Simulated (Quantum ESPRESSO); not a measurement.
# Band energies of Rb2RhAgF6

```xyz
10
Lattice="0.0000 4.4222 4.4222 4.4222 0.0000 4.4222 4.4222 4.4222 0.0000" Properties=species:S:1:pos:R:3 pbc="T T T"
F      4.4222     4.4222     2.0309
F      4.4222     4.4222     6.8136
F      2.0309     4.4222     4.4222
F      6.8136     4.4222     4.4222
F      4.4222     2.0309     4.4222
F      4.4222     6.8136     4.4222
Rb     2.2111     2.2111     2.2111
Rb     6.6334     6.6334     6.6334
Rh     0.0000     0.0000     0.0000
Ag     4.4222     4.4222     4.4222
```

norm-conserving LDA (Quantum ESPRESSO, 88 Ry, scalar-relativistic); path ΓXWKΓLUWLK,UX; energies in eV from the valence-band maximum.

```csv
k (1/Å),point,band 44,band 45,band 46,band 47,band 48,band 49,band 50,band 51
0.00,Γ,-1.58,-1.58,-0.01,-0.01,-0.01,2.27,2.27,2.32
0.24,,-1.58,-1.26,-0.03,-0.03,-0.02,1.91,2.27,2.76
0.47,,-1.57,-1.12,-0.03,-0.02,-0.02,1.25,2.28,3.86
0.71,X,-1.57,-1.31,-0.04,0.00,0.00,1.01,2.28,4.72
0.71,W,-1.38,-1.21,-0.05,-0.05,0.00,1.34,1.95,4.61
0.96,K,-1.29,-1.27,-0.06,-0.03,-0.01,1.26,2.04,4.54
1.15,,-1.31,-0.98,-0.08,-0.06,-0.03,1.64,1.80,4.02
1.53,,-1.51,-1.38,-0.03,-0.02,-0.01,2.12,2.20,2.58
1.72,Γ,-1.58,-1.58,-0.01,-0.01,-0.01,2.27,2.27,2.32
1.92,,-1.42,-1.42,-0.03,-0.02,-0.02,2.15,2.15,2.61
2.33,L,-0.95,-0.95,-0.11,-0.07,-0.07,1.77,1.77,3.72
2.55,,-1.12,-1.05,-0.09,-0.06,-0.04,1.56,1.86,4.06
2.77,U,-1.29,-1.27,-0.06,-0.03,-0.01,1.26,2.04,4.54
2.77,W,-1.38,-1.21,-0.05,-0.05,0.00,1.34,1.95,4.61
2.89,,-1.31,-1.17,-0.06,-0.06,-0.01,1.39,1.92,4.47
3.02,,-1.17,-1.07,-0.08,-0.06,-0.03,1.53,1.87,4.15
3.27,L,-0.95,-0.95,-0.11,-0.07,-0.07,1.77,1.77,3.72
3.38,,-1.00,-0.98,-0.10,-0.07,-0.06,1.71,1.80,3.82
3.49,,-1.12,-1.05,-0.09,-0.06,-0.04,1.56,1.86,4.06
3.70,K,-1.29,-1.27,-0.06,-0.03,-0.01,1.26,2.04,4.54
3.70,U,-1.29,-1.27,-0.06,-0.03,-0.01,1.26,2.04,4.54
3.95,X,-1.57,-1.31,-0.04,0.00,0.00,1.01,2.28,4.72
```

The LDA gap is direct, 1.01 eV at X. Another valence extremum on the path lies within 0.02 eV, too close to call.

Spin-orbit splittings are left out.

Geometry of the Materials Project entry, not relaxed at this level.

The structure is a Materials Project entry; no match was found in the copy of COD used, and its stability was not checked.
